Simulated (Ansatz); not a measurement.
Cell and atoms are relaxed with the symmetry kept. Start:

Space group F-43m (No. 216). a = 7.042 Å, b = 7.042 Å, c = 7.042 Å, α = 90.00°, β = 90.00°, γ = 90.00°
```json
{"atom": "Mg", "site": "4c", "symmetry": "-43m", "x": "0.2500", "y": "0.2500", "z": "0.2500"}
{"atom": "Cu", "site": "16e", "symmetry": ".3m", "x": "0.1250", "y": "0.3750", "z": "0.8750"}
{"atom": "Sn", "site": "4a", "symmetry": "-43m", "x": "0.0000", "y": "0.0000", "z": "0.0000"}
```

Method: DFT PBEsol, scalar-relativistic, plane waves, PAW (Ansatz).

Settings: cutoff 420 eV, Γ-centred mesh 10×10×10 on the computed 6-atom cell, Gaussian smearing of 0.10 eV; no spin polarisation.

Question: What does it relax to?

Answer: The volume decreases by 0.48 Å³/atom to 14.07 Å³/atom, and the energy falls by 5.7 meV/atom. Final structure:
Space group F-43m (No. 216). a = 6.964 Å, b = 6.964 Å, c = 6.964 Å, α = 90.00°, β = 90.00°, γ = 90.00°
```
atom site symmetry x y z
  Mg    4c      -43m  0.2500  0.2500  0.2500
  Cu   16e       .3m  0.1246  0.3754  0.8754
  Sn    4a      -43m  0.0000  0.0000  0.0000
```

Cost: 1 run of about 2.6 core-minutes, on Arm Neoverse V1 (shared hosts).